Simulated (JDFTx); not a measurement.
```yaml
surface: ScAl3(100), Al outermost, slab composition ScAl5
bulk: ScAl3, Pm-3m, lattice of mp-2121 (not re-optimised)
slab: 6 atoms in 3 planes, 1x1, 4.2 Å between the outermost planes
in-plane cell: 4.088 × 4.088 Å, 16.71 Å²
cell_height: 20.1 Å
sampling: 6×6×1 k mesh, Fermi smearing 0.01 Ha, no spin polarisation
```

Whether this polymorph is the ambient one wasn't checked. Neither spin polarisation nor a larger cell was tried.

All numbers are PBE, GBRV ultrasoft potentials, plane waves to 20/100 Ha results from JDFTx (a modified build), not measurements. Liquid: linear PCM (GLSSA13), water, 1 M KCl. The neutral cell holds 26 valence electrons and has two faces of 16.710 Å² each. Last filling lines of the neutral and of a charged run (μ in hartree, zero in the bulk liquid):

```
FillingsUpdate:  mu: -0.149236280  nElectrons: 26.000000
FillingsUpdate:  mu: -0.159492000  nElectrons: 25.889853
```

Worked example: both potentials, by the convention U = −μ/e − 4.44 V vs SHE, the surface charge density and the mean capacitance.

U_pzc = 0.14924 × 27.2114 − 4.44 = -0.38 V; U = 0.15949 × 27.2114 − 4.44 = -0.10 V. The cell has -0.1101 excess electrons, a net charge of 0.1101 e, shared by two faces: σ = 0.1101 e / (2 × 16.710 Å²) = 0.00330 e/Å² = 5.3 μC/cm² (1 e/Å² = 1602.18 μC/cm²). C = σ/(U − U_pzc) = 5.3/0.28 ≈ 19 μF/cm².
